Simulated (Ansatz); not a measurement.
HgF$_{2}$ (fluorite)

```xyz
3
Lattice="0.0000 2.7265 2.7265 2.7265 0.0000 2.7265 2.7265 2.7265 0.0000" Properties=species:S:1:pos:R:3 pbc="T T T"
Hg     0.0000     0.0000     0.0000
F      4.0898     4.0898     4.0898
F      1.3633     1.3633     1.3633
```

The slice is a {100} plane (indices of the conventional cell) through the point (0.000, 0.000, 0.000) (fractional), spanned by u = [100] and v = [0 1 -1] in vectors of this cell: u (3.86 Å) and v (3.86 Å, at 90° to u). It covers one period; positions are fractions (u, v).

All values below come from LDA (plane waves to 420 eV, PAW, scalar-relativistic; Ansatz, a quantum-chemistry and plane-wave program). k mesh 10×10×10. These are valence fields of a PAW run, semicore shells included where kept as valence: close to a nucleus they are smooth pseudo fields. HgF2 was relaxed with its symmetry unable to fall. Spin-orbit coupling is left out, though Hg is heavy.

Three fields on this plane, each scaled to ten steps between its own extremes (0 low, 9 high; the total valence density on a logarithmic scale, the potential cut 8 eV below its top; x marks points blanked near nuclei; v = 0 in the bottom row):

Map A
```
|xxxxxx057999750xxxxx|
|xxxxx02689998620xxxx|
|xxxxx03689998630xxxx|
|xxxx0257899987520xxx|
|xx00257899999875200x|
|00235688999998865320|
|55667889999999887665|
|77888999999999998887|
|89999999999999999999|
|99999999999999999999|
|89999999999999999999|
|77888999999999998887|
|55667889999999887665|
|00235688999998865320|
|xx00257899999875200x|
|xxxx0257899987520xxx|
|xxxxx03689998630xxxx|
|xxxxx02689998620xxxx|
|xxxxxx057999750xxxxx|
|xxxxxx057898750xxxxx|
```

Map B
```
|xxxxxx876555678xxxxx|
|xxxxx98655555689xxxx|
|xxxxx97654445679xxxx|
|xxxx9765444445679xxx|
|xx99765433333456799x|
|88876543222223456788|
|77665432211122345667|
|66554322100012234556|
|65544321000001234455|
|55544321000001234455|
|65544321000001234455|
|66554322100012234556|
|77665432211122345667|
|88876543222223456788|
|xx99765433333456799x|
|xxxx9765444445679xxx|
|xxxxx97654445679xxxx|
|xxxxx98655555689xxxx|
|xxxxxx876555678xxxxx|
|xxxxxx876656678xxxxx|
```

Map C
```
|xxxxxx621101126xxxxx|
|xxxxx95211011259xxxx|
|xxxxx84210001248xxxx|
|xxxx9642100012469xxx|
|xx98642100000124689x|
|66544210000000124456|
|32222100000000012222|
|11111000000000001111|
|11100000000000000011|
|00000000000000000000|
|11100000000000000011|
|11111000000000001111|
|32222100000000012222|
|66544210000000124456|
|xx98642100000124689x|
|xxxx9642100012469xxx|
|xxxxx84210001248xxxx|
|xxxxx95211011259xxxx|
|xxxxxx621101126xxxxx|
|xxxxxx631101136xxxxx|
```

Q: Assign the maps to these fields: electron localisation function (ELF); valence electron density; electrostatic potential energy of an electron, from the cell's mean.

A: A is the electrostatic potential energy of an electron, from the cell's mean; B is the valence electron density; C is the electron localisation function (ELF).
